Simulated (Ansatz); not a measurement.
An Ansatz (a quantum-chemistry and plane-wave program) run. Input:

Ansatz 0.2 input:
```yaml
crystal:
  lattice:
    - [3.6425179611, 0.0, 0.0]
    - [0.0, 3.6425179611, 0.0]
    - [0.0, 0.0, 3.6425179611]
  atoms:
    - { symbol: Al, position: [0.0, 0.0, 0.0] }
    - { symbol: Cu, position: [0.5, 0.5, 0.0] }
    - { symbol: Cu, position: [0.0, 0.5, 0.5] }
    - { symbol: Cu, position: [0.5, 0.0, 0.5] }
kpoints:
  mp_grid: { grid: [23, 23, 23] }
hamiltonian:
  xc: r2scan
  pseudopotentials: { kind: paw }
scf:
  occupations: { method: fermi_dirac, width: 0.1 }
elastic: { mode: relaxed_ion, stencil: two_point, amplitude: 0.005, f_tol: 0.0005 }
```

Output (shortened):

```
Pseudopotential: Al, paw, valence charge 3
Pseudopotential: Cu, paw, valence charge 19
Functional definition: r2SCAN
Crystal: 4 atoms, lattice volume = 48.329 Å³
Basis set: ecut = 500 eV, 1237 PW (Γ), exchange–correlation on 108×108×108 points (64 copies of the dense FFT grid, shifted against one another)
Bands: 36, of which v1, the nominal top of the filled ones, is band 30 counted from 1 (29 counted from 0)
Symmetry: 48 space group operations
Space group: Pm-3m (ITA 221), of the structure as read, at distance tolerance 3.6e-5 Å
k-points: 364 of 12167
SCF 1 converged in 12 iterations: F = -20434.899839 eV  dr2 = 8.70e-14
Crystal: 4 atoms, lattice volume = 48.329 Å³
SCF 2 converged in 2 iterations: F = -20434.899839 eV  dr2 = 4.62e-14
Crystal: 4 atoms, lattice volume = 48.087 Å³
Basis set: ecut = 500 eV, 1229 PW (Γ), exchange–correlation on 108×108×108 points (64 copies of the dense FFT grid, shifted against one another)
Symmetry: 16 space group operations
k-points: 936 of 12167
SCF 3 converged in 15 iterations: F = -20434.899267 eV  dr2 = 4.40e-14
Crystal: 4 atoms, lattice volume = 48.570 Å³
SCF 4 converged in 10 iterations: F = -20434.899113 eV  dr2 = 3.00e-14
Crystal: 4 atoms, lattice volume = 48.328 Å³
Symmetry: 8 space group operations
k-points: 1728 of 12167
SCF 5 converged in 12 iterations: F = -20434.899464 eV  dr2 = 7.54e-14
Crystal: 4 atoms, lattice volume = 48.328 Å³
SCF 6 converged in 9 iterations: F = -20434.899464 eV  dr2 = 9.74e-14
SCF converged after 2 iterations
Free energy (F): -20434.899839 eV
Harris-Foulkes:  -20434.899839 eV  (|F-HF|=7.28e-12)
Internal energy: -20434.862018 eV  (E = F + TS)
E sigma→0 (E₀):  -20434.880928 eV
Entropy (-TS):   -0.037820 eV (-9.455 meV/atom)
Fermi energy:    15.220298 eV
--- Per-component energies (eV) ---
  E_band       = -1237.567180
  E_kinetic    = 924.176334
  E_local      = -13983.114176  (includes V_loc(G=0)·N_el)
  E_nonlocal   = 1190.322133
  E_hartree    = 6239.970893
  E_xc         = -290.194314
  E_vxc        = -409.037804  (∫ρ·V_xc dr)
  E_paw        = -5503.134430  (= ΣΔE_a)
  E_vpaw       = -1468.733435  (= ΣTr[D̂ρ^β])
  E_aug_tail   = 0.000427  (compensation charges beyond the density's cutoff)
  E_vtau       = 28.877551  (kinetic-family band-sum trace: ∫τ·v_τ [+ j·A + Jᵃ·Aᵃ] dr)
  E_ewald      = -9011.925453
  E_core_change = -0.963432  (= ΣΔE_core)
  E_smearing   = -0.037820  (= −TS)
  E_closure    = 0.000000  (closes the sum)
  Σ components = -20434.899839   (vs F -20434.899839, Δ=0.00e0)
--- Forces (eV/Å), atoms counted from 1 ---
  atom   1  Al     0.00000000     0.00000000     0.00000000
  atom   2  Cu     0.00000000     0.00000000     0.00000000
  atom   3  Cu     0.00000000     0.00000000     0.00000000
  atom   4  Cu     0.00000000     0.00000000     0.00000000
  max |Σ_I F_I| component: 0.0 eV/Å
--- Stress (GPa, compression-positive) ---
       -0.053998       0.000000       0.000000
        0.000000      -0.053998       0.000000
        0.000000       0.000000      -0.053998
  P = ⅓ Tr σ = -0.0540 GPa (-0.540 kbar)
--- Band table (eV; the first three rows and the last of 364) ---
  k-point 0: bands = ["-101.8013", "-101.7888", "-101.7888", "-57.6589", "-57.6589", "-57.6589", "-57.6399", "-57.6399", "-57.6399", "-57.5265", "-57.5265", "-57.5265", "4.0279", "9.6459", "10.2191", "10.2191", "10.5368", "10.5368", "10.5368", "11.9895", …
  k-point 1: bands = ["-101.8012", "-101.7889", "-101.7888", "-57.6588", "-57.6588", "-57.6588", "-57.6400", "-57.6400", "-57.6400", "-57.5267", "-57.5266", "-57.5266", "4.0510", "9.6525", "10.2086", "10.2314", "10.5399", "10.5399", "10.5414", "11.9822", …
  k-point 2: bands = ["-101.8011", "-101.7890", "-101.7888", "-57.6584", "-57.6584", "-57.6583", "-57.6401", "-57.6401", "-57.6400", "-57.5272", "-57.5268", "-57.5268", "4.1200", "9.6700", "10.1761", "10.2678", "10.5489", "10.5489", "10.5550", "11.9605", …
  k-point 363: bands = ["-101.7930", "-101.7929", "-101.7929", "-57.6740", "-57.6739", "-57.6739", "-57.6164", "-57.6164", "-57.6164", "-57.5931", "-57.5080", "-57.5080", "8.5500", "9.9375", "9.9678", "9.9678", "11.4675", "11.4675", "11.4791", "11.8593", …
--- Elastic constants: 2 strain directions × 2 members + reference (group order 48) ---
  dense FFT box of the reference and of every strained cell: 27×27×27
  strains applied: 11, 23; error gains: componentwise 1.00 (the most a stress slope's error grows in a printed constant), spectral 1.73 (1 for all six strains …
  C = ∂σ_k/∂η_j (tension-positive GPa; Voigt order 11 22 33 23 13 12):
       172.118    139.955    139.955      0.000      0.000      0.000
       139.955    172.118    139.955      0.000      0.000      0.000
       139.955    139.955    172.118      0.000      0.000      0.000
         0.000      0.000      0.000     99.461      0.000      0.000
         0.000      0.000      0.000      0.000     99.461      0.000
         0.000      0.000      0.000      0.000      0.000     99.461
  reference stress σ⁰ (GPa):      0.054      0.054      0.054      0.000      0.000      0.000
  moduli (Voigt/Reuss/Hill, GPa): K = 150.68/150.68/150.68   G = 66.11/32.36/49.23   E = 133.19   ν = 0.353
  mechanically stable: yes (min eigenvalue of sym C = 32.16 GPa)
  strain η (Voigt 11):  stress-route row diagonal C_11 = 172.12 GPa, energy-path curvature d²(F+E_count+ΔE)/dδ²/Ω₀ = 172.10 GPa
         δ    σ_11 (GPa)             F (eV)   n_scf  n_hpsi   n_pw
    -5.000e-3      -0.8137      -20434.8992674      15  918152   1244   relax 0 steps, max|allowed force component| 0.0 eV/Å
     5.000e-3       0.9075      -20434.8991127      10  667143   1257   relax 0 steps, max|allowed force component| 0.0 eV/Å
  strain η (Voigt 23):  stress-route row diagonal C_44 = 99.46 GPa, energy-path curvature d²(F+E_count+ΔE)/dδ²/Ω₀ = 99.41 GPa
         δ    σ_23 (GPa)             F (eV)   n_scf  n_hpsi   n_pw
    -5.000e-3      -0.4973      -20434.8994644      12  1380327   1252   relax 0 steps, max|allowed force component| 0.0 eV/Å
     5.000e-3       0.4973      -20434.8994644       9  1150832   1252   relax 0 steps, max|allowed force component| 0.0 eV/Å
```

Cost: about 15 core-minutes (a rough figure) on shared cores.

The first step of the workflow began from a Materials Project structure, measured or hypothetical; the Crystallography Open Database copy checked does not list it. With Al and Cu taken as one species the cell has the higher symmetry Fm-3m, so it may be an ordered model of a mixed-site phase. Whether it is the stable phase at ambient conditions was not checked. Symmetry was held in the r²SCAN relaxation; of distortions, only those at the zone centre were tested. The run is not spin-polarised. As this level gives no gap, shear constants depend on the k-mesh and smearing (Fermi–Dirac, 0.1 eV here).

Potentials: the later of the program's two PAW sets.

Ansatz is a plane-wave DFT program.
